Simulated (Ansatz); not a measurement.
A generator proposed this cell of Ta4O.

```cif
data_structure
_symmetry_space_group_name_H-M 'P-6m2'
_symmetry_Int_Tables_number 187
_cell_length_a 4.6653
_cell_length_b 4.6653
_cell_length_c 4.3679
_cell_angle_alpha 90.000
_cell_angle_beta 90.000
_cell_angle_gamma 120.000
_cell_volume 82.33
loop_
_atom_site_label
_atom_site_type_symbol
_atom_site_symmetry_multiplicity
_atom_site_Wyckoff_symbol
_atom_site_fract_x
_atom_site_fract_y
_atom_site_fract_z
_atom_site_occupancy
Ta1 Ta 3 k 0.82461 0.17539 0.50000 1
Ta2 Ta 1 e 0.66667 0.33333 0.00000 1
O1 O 1 a 0.00000 0.00000 0.00000 1
```

All numbers below come from Ansatz 0.2.0, DFT PBE, scalar-relativistic, plane waves, PAW. Cutoff 420 eV; k points 6×6×4 on the computed 5-atom cell (Γ-centred); Gaussian smearing, width 0.10 eV; no spin polarisation.

The zero of energy is the elements' standard structures at the same level (O₂ as a molecule); no fitted shifts are applied.

Question: Estimate its pressure, forces and energy as it stands.

Answer: The pressure is 69.0 GPa (the mean over three directions, positive in compression), the largest force is 7.45 eV/Å, and the energy is +2.56 eV/atom against the elements. The shortest distance is 2.21 Å.

Question: How much does it gain on relaxing, and where does it end?

Answer: Relaxing gains about 1.2 eV/atom (the start's value is from the coarse mesh, so the gain is rough) in 15 ionic steps and ends at +1.36 eV/atom on the finer mesh. The symmetry stays P-6m2 (No. 187). The volume per atom grows by 40.3 %, from 16.5 to 23.1 Å³. The shortest distance goes from 2.21 Å (Ta–Ta) to 2.65 Å (Ta–Ta). The ratio c/a of the conventional cell changes by a factor of 0.87. Conventional cell: a = 5.469 Å, c = 4.459 Å. Ta on a site of symmetry mm2 has 6 Ta at 2.65–2.82 Å and 2 O at 2.76 Å; Ta on a site of symmetry -6m2 has 6 Ta at 2.70 Å and 3 O at 3.16 Å; O is surrounded by 6 Ta at 2.76 Å and 3 Ta at 3.16 Å.

The last run used a 12×12×8 mesh (in the run's order of axes) for its 5-atom cell and Gaussian smearing of 0.10 eV. Spin–orbit coupling, which can matter for Ta, is left out. The relaxation can't lower the symmetry of the start. A structure relaxed within its symmetry needn't be a true minimum. Another cell of Ta4O relaxed alike, in C2/m, lies 2.05 eV/atom lower, so this cell isn't the stable form at this level.
